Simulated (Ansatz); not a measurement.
An Ansatz (a quantum-chemistry and plane-wave program) input:

Ansatz 0.2 input:
```yaml
crystal:
  lattice:
    - [0.0, 2.550525371, 2.550525371]
    - [2.550525371, 0.0, 2.550525371]
    - [2.550525371, 2.550525371, 0.0]
  atoms:
    - { symbol: Ru, position: [0.0, 0.0, 0.0] }
    - { symbol: Mo, position: [0.5, 0.5, 0.5] }
kpoints:
  mp_grid: { grid: [10, 10, 10] }
  band_path:
    path:
      - [[0.0, 0.0, 0.0], [0.5, 0.0, 0.5], [0.625, 0.25, 0.625]]  # Γ-X-U
      - [[0.375, 0.375, 0.75], [0.0, 0.0, 0.0], [0.5, 0.5, 0.5], [0.5, 0.25, 0.75], [0.5, 0.0, 0.5]]  # K-Γ-L-W-X
    npoints: 12
basis: { xc_grid: 2 }
hamiltonian:
  xc: pbe
  pseudopotentials: { kind: paw }
magnetization: { noncollinear: true, spin_orbit: true }
scf:
  n_extra_bands: 12
  convergence: { dr2_threshold: 0.0000000001 }
  occupations: { method: gaussian, width: 0.05 }
output: { eigenvalues: true }
```

How many symmetry operations and irreducible k-points will the run report?

48 operations, 47 of 1000 k-points.

With a cutoff of 420 eV, how many plane waves at Γ?

645.

It took about 27 core-seconds (a rough figure) on shared server cores.

Space group Fm-3m (rock salt). The start of the workflow was typed in or built on a structure type; neither database checked (COD, Materials Project) lists it. Its standing as an ambient phase is unchecked. The cell was relaxed with PBE under the symmetry of its start; its stability against distortions is not shown here. No spin polarisation was allowed. Its formation energy is positive at this level, so the cell may be metastable or incomplete.

Potentials: the later of the program's two PAW sets.

Ansatz is a plane-wave DFT program.
